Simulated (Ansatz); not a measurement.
A distorted cell of CdS (wurtzite):

```
CELL_PARAMETERS angstrom
      4.19618     0.00000     0.00000
     -2.09809     3.63400     0.00000
      0.00000     0.00000     6.82953
ATOMIC_POSITIONS crystal
  Cd 0.33333 0.66667 0.99917
  Cd 0.66667 0.33333 0.49917
  S  0.33333 0.66667 0.37563
  S  0.50235 0.15722 0.87563
```

These are PBE (plane waves to 420 eV, PAW, scalar-relativistic; Ansatz, an electronic-structure program) values and carry that method's errors. k mesh 7×7×4 (Γ-centred), Fermi-Dirac smearing 0.05 eV. E stands for the smeared free energy. Stress and pressure are positive under compression. CdS was relaxed with its symmetry unable to fall.

Q: Predict the force on every atom, in eV/Å.

A: 
| atom | Fx | Fy | Fz |
|---|---|---|---|
| Cd1 | 1.442 | -7.970 | 3.362 |
| Cd2 | -0.036 | -0.105 | 0.229 |
| S3 | -0.032 | -0.358 | 0.129 |
| S4 | -1.374 | 8.432 | -3.719 |

Q: Give the stress tensor in GPa and the pressure.

A: 
```
   -1.4     -3.8      2.1
   -3.8     19.7    -10.0
    2.1    -10.0      3.9
```
The pressure, a third of the trace, is 7.4 GPa.

Q: In it atom 4 sits (-0.320, -0.640, 0.000) Å away from its relaxed site. What is its energy relative to the relaxed cell?

A: 1902 meV/cell.

(A displaced cell: forces are minus the slopes of the energy, force constants its curvatures, and phonons follow from these.)
